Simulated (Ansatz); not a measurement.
NaCl (rock salt, space group No. 225), r²SCAN (plane waves, PAW; program Ansatz): ε∞ = 2.41, cell volume 44.08 Å³. Infrared-active transverse modes:

```csv
ω_TO (cm⁻¹),oscillator strength S_xx (e²/amu)
173.9,0.08321
```

### Question
Compute the static dielectric constant.

### Answer
Each mode adds (4.921e7/V) S/ω²: 3.07. So ε0 = 5.48.

### Question
What LO frequency does the Lyddane–Sachs–Teller relation give?

### Answer
ω_LO = ω_TO √(ε0/ε∞) = 262 cm⁻¹.

Space group Fm-3m (rock salt). Symmetry was held in the r²SCAN relaxation; of distortions, only those at the zone centre were tested.

Potentials: the earlier of the program's two PAW sets.
